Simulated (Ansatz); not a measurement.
GaP:
Space group P6₃mc (No. 186); a = 3.833 Å, b = 3.833 Å, c = 6.318 Å, α = 90.00°, β = 90.00°, γ = 120.00°

```
atom  site  symmetry       x       y       z
----  ----  --------  ------  ------  ------
Ga      2b       3m.  0.3333  0.6667  0.0001
P       2b       3m.  0.3333  0.6667  0.3739
```

Relaxed with PBEsol. 

### Question
HSE06 on this cell (Ansatz, a quantum-chemistry and plane-wave program, PAW) gives a gap of 2.19 eV. What does PBEsol give?

### Answer
1.29 eV.

Cost on shared cores: the PBEsol run (SCF on a 8×8×5 mesh, then bands and DOS) around 40 core-seconds (rough), the HSE06 run (SCF on 6×6×4, then a few points) roughly 5 core-minutes; the tasks are unlike.

Space group P6_3mc (wurtzite). The first step of the workflow began from a Materials Project structure, measured or hypothetical; the Crystallography Open Database copy checked does not list it. It is not the phase usual at ambient conditions (space group No. 216). The cell was relaxed with PBEsol under the symmetry of its start; its stability against distortions is not shown here. Spin–orbit coupling is left out wherever it is not named.

Potentials: the later of the program's two PAW sets.

Ansatz is a plane-wave DFT program.
